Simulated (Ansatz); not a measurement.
# BiAu (rocksalt structure)

The computed numbers are results of PBE, scalar-relativistic (no spin polarisation) in the plane-wave PAW code Ansatz at 420 eV, Γ-centred 10×10×10 mesh, 0.05 eV Gaussian smearing; PAW files: Ansatz's generated set soft_2.

```cif
data_structure
_symmetry_space_group_name_H-M 'P 1'
_symmetry_Int_Tables_number 1
_cell_length_a 4.1999
_cell_length_b 4.1999
_cell_length_c 4.1999
_cell_angle_alpha 60.000
_cell_angle_beta 60.000
_cell_angle_gamma 60.000
_cell_volume 52.38
loop_
_atom_site_label
_atom_site_type_symbol
_atom_site_fract_x
_atom_site_fract_y
_atom_site_fract_z
_atom_site_occupancy
Au1 Au 0.50000 0.50000 0.50000 1
Bi1 Bi 0.00000 0.00000 0.00000 1
```

The cell came from substitution into a structure type; whether the compound takes it is for experiment to say.

The cell above was scaled in volume, its shape and atoms being fixed by the lattice's symmetry. Energies are counted from the cell above.

Cell and atoms are those of this level's equilibrium.

```
V (Å³/atom)  ΔE (meV/atom)  P from the stress (GPa)
     24.751          20.68                     4.79
     25.144          10.74                     3.34
     25.667           2.71                     1.61
     26.191           0.00                     0.08
     26.715           1.99                    -1.27
     27.239           8.16                    -2.47
     28.025          24.18                    -4.01
     28.810          47.09                    -5.29
```

Task: Do the energies and the pressures agree? Compare −ΔE/ΔV between neighbouring points (1 meV/Å³ = 0.1602 GPa) with the mean of their pressures.

Result: 
| interval (Å³/atom) | −ΔE/ΔV (GPa) | mean P (GPa) |
| --- | --- | --- |
| 24.75 to 25.14 | 4.1 | 4.1 |
| 25.14 to 25.67 | 2.5 | 2.5 |
| 25.67 to 26.19 | 0.8 | 0.8 |
| 26.19 to 26.72 | -0.6 | -0.6 |
| 26.72 to 27.24 | -1.9 | -1.9 |
| 27.24 to 28.02 | -3.3 | -3.2 |
| 28.02 to 28.81 | -4.7 | -4.6 |
They differ by 0.03 GPa at most.

Task: What do the two routes give for V0, B0 and B0′?

Result: A third-order Birch–Murnaghan fit of the energies: V0 = 26.22 Å³/atom, B0 = 72 GPa, B0′ = 5.1. A polynomial of P in ln V, with B = −dP/d ln V at P = 0: V0 = 26.22 Å³/atom, B0 = 72 GPa, B0′ = 5.2.

B0·V0 = 71.5 GPa × 26.22 Å³ = 11.70 eV/atom sets the scale: near the minimum ΔE ≈ ½ B0 V0 x², with x = V/V0 − 1, and a pressure of 0.7 GPa squeezes the volume by about 1 %. At the ends of the curve: x = −5.6 % predicts 18.4 meV/atom and the run gives 20.7; x = +9.9 % predicts 57.1 meV/atom and the run gives 47.1. Compression costs more and expansion less than the parabola says, since the crystal stiffens as it shrinks; B0′ measures that.

Scalar-relativistic only: spin–orbit splittings of the heavy atoms' levels are missing. The run is a metal.
